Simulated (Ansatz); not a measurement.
**Pb: energy along a strain**

Pb, Im-3m, a = 3.959 Å (as given, not relaxed at this level: -3.1 GPa). This isn't the element's structure at ambient conditions. Ansatz: LDA, PAW, 420 eV, Γ-centred 18×18×18 mesh on 1 atom, Gaussian smearing 0.15 eV; no spin polarisation. Cell vectors (Å): -1.980 1.980 1.980; 1.980 -1.980 1.980; 1.980 1.980 -1.980. The cell is strained by x per cent times the pattern (0 0 0 0 0 1) in the order xx yy zz yz xz xy (engineering shears), with fractional coordinates held. y is the free energy over the start, V0 = 31.034 Å³/atom. Symmetry makes y even in x. Points with a strain past 8.5 % were computed too (2) and aren't used here.

| x (%) | y (meV/atom) |
| --- | --- |
| -5.00 | 4.03 |
| 0.00 | 0.00 |
| 1.25 | 0.29 |
| 2.50 | 1.13 |
| 3.75 | 2.41 |
| 6.25 | 5.98 |
| 7.50 | ? |

Problem. Fit y = c2 x² + c4 x⁴ to the other rows, get the stiffness along the pattern, and predict the missing energy.

Solution. Least squares on the rows shown. y = 0.1801 x² − 0.0006996 x⁴. The clamped-ion stiffness p·C·p = 2 × 1.801 eV × 160.2 / 31.034 Å³ = 18.6 GPa, which is C66 in these axes (C44 of the cubic crystal) (second derivative at the start, which stands under stress). With a term in x⁶ added, the coefficient of x² becomes 0.1894, 5 % more, which shows how far this figure hangs on the form. At x = 7.50 the fit asked for gives 7.92 meV/atom. The run gave 8.27 meV/atom, so the fit is 0.35 meV/atom too low, 4.2 % of the span of the series, against an rms of 0.02 meV/atom on the fitted rows. The row lies outside the fitted range. With a term in x⁶ added, a fit to the same known rows predicts 8.48 meV/atom, a smaller miss on the other side.

Spin–orbit coupling is left out, which can shift energies with elements as heavy as these.